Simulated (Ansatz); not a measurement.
Si (diamond)

```
Si
1.0
    0.00000     2.72210     2.72210
    2.72210     0.00000     2.72210
    2.72210     2.72210     0.00000
Si
2
Direct
  0.00000   0.00000   0.00000
  0.25000   0.25000   0.25000
```

This relaxed cell (volume V₀) is scaled evenly in all directions, its shape held. Symmetry pins the atoms to their sites.

Calculation: r2SCAN (plane waves to 500 eV, PAW, scalar-relativistic; Ansatz, a first-principles code). k mesh 11×11×11 (Γ-centred), Fermi-Dirac smearing 0.05 eV. Energies are smeared free energies. Compression counts positive. Si was relaxed with its symmetry unable to fall. The zero of ΔE is the relaxed starting cell.

```csv
V (Å³/atom),ΔE (meV/atom)
16.943,210.2
17.750,109.4
18.557,45.1
19.363,10.5
20.170,0.0
20.977,9.1
21.784,34.1
22.591,71.9
23.398,withheld
```

Task: Fit a third-order Birch-Murnaghan form (E₀, V₀, B₀, B₀′ free) to the given rows and predict ΔE at V = 23.398.

Result: Least squares on the 8 given rows: ΔE = E₀ + (9V₀B₀/16)·y²·[2 + (B₀′ − 4)y], y = (V₀/V)^(2/3) − 1, with V₀ = 20.174 Å³/atom, B₀ = 96.62 GPa (160.2 GPa = 1 eV/Å³; the term in eV is multiplied by 1000), B₀′ = 4.14, E₀ = 0.04 meV/atom; root-mean-square residual 0.06 meV/atom. At 23.398 the fit gives 120.5 meV/atom; the calculation gives 120.0 meV/atom, so the extrapolation is off by 0.5 (+0.4 %). For the pressure the fit gives -10.5 GPa against the computed -10.4 GPa.

(A scan under strain: stresses follow from slopes of the energy per volume, elastic moduli from its curvatures.)
